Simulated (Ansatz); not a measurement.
BN:
```yaml
crystal:
  lattice:
    - [1.25292, -2.17012, 0.00000]
    - [1.25292, 2.17012, 0.00000]
    - [0.00000, 0.00000, 6.61769]
  atoms:
    - { symbol: B, position: [0.33348, 0.66652, 0.75000] }
    - { symbol: N, position: [0.66682, 0.33318, 0.75000] }
    - { symbol: B, position: [0.66652, 0.33348, 0.25000] }
    - { symbol: N, position: [0.33318, 0.66682, 0.25000] }
```

Relaxed with PBE+D3(BJ). Special points in fractions of this cell's reciprocal vectors: Γ (0.000, 0.000, 0.000); Y (-0.500, 0.500, 0.000); C0 (-0.333, 0.667, 0.000); Σ0 (0.333, 0.333, 0.000); Z (0.000, 0.000, 0.500); A0 (0.333, 0.333, 0.500); E0 (-0.333, 0.667, 0.500); T (-0.500, 0.500, 0.500); S (0.000, 0.500, 0.000); R (0.000, 0.500, 0.500).

Problem. List the band energies nearest the valence-band maximum at these points for plane-wave PAW PBE+D3(BJ) (Ansatz code).

Solution. In eV from the valence-band maximum; about four levels below and three above (degenerate sets whole), none deeper than 8.9 eV; points with the same levels are listed once.

```csv
k,below,above
Γ,-1.38 -1.38 -1.34 -1.34,5.24 10.30 11.50 11.51
Y,-4.19 -4.12 -1.50 -0.47,4.22 5.61 9.47
C0,-7.19 -7.19 -0.13 -0.13,4.81 4.81 10.73
Z,-1.36 -1.36 -1.36 -1.36,7.61 7.61 11.57 11.57 11.57 11.57
A0,-7.19 -7.19 -0.05 -0.05,4.59 4.59 11.96 11.96
T,-4.16 -4.16 -0.96 -0.96,4.69 4.69 9.85 9.85
```

Space group P6_3/mmc. The cell was relaxed with PBE+D3(BJ) under the symmetry of its start. Point labels and valley counts follow the cell and symmetry of the run, lower than the named group.

Potentials: the earlier of the program's two PAW sets.
